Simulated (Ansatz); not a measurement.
Zr2C:
```yaml
crystal:
  lattice:
    - [3.64720, 0.00000, 0.00000]
    - [0.00000, 3.64720, 0.00000]
    - [0.00000, 0.00000, 6.96521]
  atoms:
    - { symbol: Zr, position: [0.00000, 0.00000, 0.00000] }
    - { symbol: Zr, position: [0.50000, 0.50000, 0.00000] }
    - { symbol: Zr, position: [0.50000, 0.00000, 0.36991] }
    - { symbol: Zr, position: [0.00000, 0.50000, 0.63009] }
    - { symbol: C, position: [0.50000, 0.00000, 0.72893] }
    - { symbol: C, position: [0.00000, 0.50000, 0.27107] }
```

Relaxed with PBE. Special points in fractions of this cell's reciprocal vectors: Γ (0.000, 0.000, 0.000); X (0.000, 0.500, 0.000); M (0.500, 0.500, 0.000); Z (0.000, 0.000, 0.500); R (0.000, 0.500, 0.500); A (0.500, 0.500, 0.500).

**Question.** List the band energies nearest the Fermi level at these points for DFT-PBE with spin–orbit coupling in the program Ansatz with PAW potentials.

**Answer.** In eV from the Fermi level; about four levels below and three above (degenerate sets whole), none deeper than 8.9 eV; points with the same levels are listed once.

| k | below | above |
|---|---|---|
| Γ | -0.63 -0.63 -0.61 -0.61 | 0.92 0.92 0.96 0.96 |
| X | -0.07 -0.07 -0.07 -0.07 | 1.32 1.32 1.32 1.32 |
| M | -0.51 -0.51 -0.51 -0.51 | 0.31 0.31 0.31 0.31 |
| Z | -1.17 -1.17 -1.02 -1.02 | 0.16 0.16 0.80 0.80 |
| R | -0.95 -0.95 -0.95 -0.95 | 0.51 0.51 0.51 0.51 |
| A | -0.67 -0.67 -0.67 -0.67 | 3.38 3.38 3.38 3.38 |

Space group P4/nmm. The cell is a constructed one: a structure type filled with these elements; neither database checked (COD, Materials Project) lists it. Its standing as an ambient phase is unchecked. The cell was relaxed with PBE under the symmetry of its start; its stability against distortions is not shown here. The run is not spin-polarised.

Potentials: the later of the program's two PAW sets.
